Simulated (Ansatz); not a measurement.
# Relaxing a structure of Sr4As2O

The relaxed structure here is a generated cell of Sr4As2O: the first start was made by placing the elements on the sites of a structure type, and the end was not matched to a known phase here, so it may be hypothetical.

The start is a generated cell, Sr4As2O built in the AFLOW prototype A2BC4_tI14_82_bc_a_g (E3, as in Al2CdS4). A full variable-cell relaxation at zero pressure is run with PBE (plane waves to 420 eV, PAW, scalar-relativistic; Ansatz, an electronic-structure program). First-step values are on the input's coarse k-mesh.

Ansatz input (later rounds restart from its end on a renewed k-mesh):
Ansatz 0.2 input:
```yaml
crystal:
  lattice:
    - [-2.9619288, 2.9619288, 5.4969129]
    - [2.9619288, -2.9619288, 5.4969129]
    - [2.9619288, 2.9619288, -5.4969129]
  atoms:
    - { symbol: As, position: [0.5, 0.5, 0] }
    - { symbol: As, position: [0.25, 0.75, 0.5] }
    - { symbol: O, position: [0, 0, 0] }
    - { symbol: Sr, position: [0.39, 0.88, 0.01] }
    - { symbol: Sr, position: [0.87, 0.38, 0.99] }
    - { symbol: Sr, position: [0.12, 0.13, 0.51] }
    - { symbol: Sr, position: [0.62, 0.61, 0.49] }
basis: { ecutwfc: 420, ecutrho_ratio: 4, xc_grid: 2, fft_grid_basis: typed }
kpoints: { mp_grid: { grid: [6, 6, 6] } }
hamiltonian:
  xc: pbe
  dispersion: none
  pseudopotentials: { kind: paw }
scf: { occupations: { method: fermi_dirac, width: 0.05 } }
relax: { f_tol: 0.01, max_steps: 100, cell: { stress_tol: 0.02 } }
output: { forces: true, stress: true }
```

| Item | Value |
|---|---|
| Largest initial force | about 4.7 eV/Å, on Sr4, Sr5, Sr6, Sr7 (atoms numbered as listed) |
| Outcome | The space group stays I-4 (No. 82) (the run could not lower it), with 7 atoms in the primitive cell |
| Energy released | 1.00 eV/atom |
| Volume change | +45.4 %, from 27.56 to 40.07 Å³/atom |
| Optimiser moves | 15 |

Relaxed structure:

Space group I-4 (No. 82); a = 6.144 Å, b = 6.144 Å, c = 14.860 Å, α = 90.00°, β = 90.00°, γ = 90.00°

```
atom  site  symmetry       x       y       z
----  ----  --------  ------  ------  ------
As      2b      -4..  0.0000  0.0000  0.5000
As      2c      -4..  0.0000  0.5000  0.2500
O       2a      -4..  0.0000  0.0000  0.0000
Sr      8g         1  0.2011  0.2234  0.1044
```
(The calculation used a cell of 7 atoms; values per cell refer to that cell.)

Final values are on a 11×11×11 k-mesh of the relaxed cell. No spin polarisation in the result.

The run could not lower the symmetry of its start; a shaken copy of this end point relaxes with PBE to P1 (No. 1), 0.22 eV/atom lower.
